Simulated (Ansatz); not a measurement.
## Ge (diamond): a workflow

**The experiment.** The Crystallography Open Database holds a measured cell of cubic Ge (space group Fd-3m) at 298.15 K (1975, doi:10.1107/S0021889875010965): a = 5.658 Å, 22.64 Å³/atom.

From “Electronic and optical properties of SixGe1-x-ySny alloys lattice-matched to Ge”, 2021, arxiv:2109.02782, for a bulk crystal of Ge at 293 K: band gap 0.666 eV (indirect).

The results are compared with them further down.

Computed with Ansatz (plane waves, PAW, 500 eV cutoff): r²SCAN, scalar-relativistic, no spin polarisation, 12×12×12 k-mesh, Gaussian smearing of 0.05 eV. The datasets are Ansatz's generated set soft_2.

The first cell, 0 % over the database's volume:

```cif
data_structure
_symmetry_space_group_name_H-M 'P 1'
_symmetry_Int_Tables_number 1
_cell_length_a 4.0022
_cell_length_b 4.0022
_cell_length_c 4.0022
_cell_angle_alpha 60.000
_cell_angle_beta 60.000
_cell_angle_gamma 60.000
_cell_volume 45.33
loop_
_atom_site_label
_atom_site_type_symbol
_atom_site_fract_x
_atom_site_fract_y
_atom_site_fract_z
_atom_site_occupancy
Ge1 Ge 0.50000 0.50000 0.50000 1
Ge2 Ge 0.75000 0.75000 0.75000 1
```

The steps in volume:

```csv
run,level,k-mesh,kind,V (Å³/atom),P (GPa),E − E(final) (meV/atom),gap on the mesh (eV)
1,"PBE, 420 eV",6×6×6,fixed cell,22.67,3.6,–,0.02
2,"PBE, 420 eV",6×6×6,fixed cell,23.20,2.0,–,metal
3,"PBE, 420 eV",6×6×6,fixed cell,23.98,-0.1,–,metal
4,r²SCAN,12×12×12,fixed cell,23.98,-3.0,11.3,metal
5,r²SCAN,12×12×12,fixed cell,23.49,-1.9,3.9,0.09
6,r²SCAN,12×12×12,fixed cell,22.83,0.1,0.0,0.36
```

The final structure (symmetry read at 0.01 Å). It takes space group Fd-3m (No. 227, cubic). Conventional cell: a = 5.673 Å, b = 5.673 Å, c = 5.673 Å, α = 90.00°, β = 90.00°, γ = 90.00°. Ge (site symmetry -43m) is surrounded by 4 Ge at 2.46 Å. (Neighbours are counted to 15 % beyond the shortest distance.)

- At the final geometry the gap, band path included, is 0.36 eV.

**Against experiment.** r²SCAN gives 5.673 Å and 22.83 Å³/atom, +0.8 % in volume (+0.3 % in length) from the database's cell. The static lattice lacks zero-point motion and thermal expansion, so this level's own overestimate is larger than the figure. A measured gap of Ge is 0.666 eV (indirect; 293 K; “Electronic and optical properties of SixGe1-x-ySny alloys lattice-matched to Ge”, 2021, arxiv:2109.02782); the calculated 0.36 eV misses it by -0.30 eV. 3 values of this kind are on record (0.666 to 0.807 eV); this one was drawn at random among those near their median. Kohn–Sham gaps of semilocal functionals mostly fall below measured ones. Temperature and excitons aren't in the calculation.
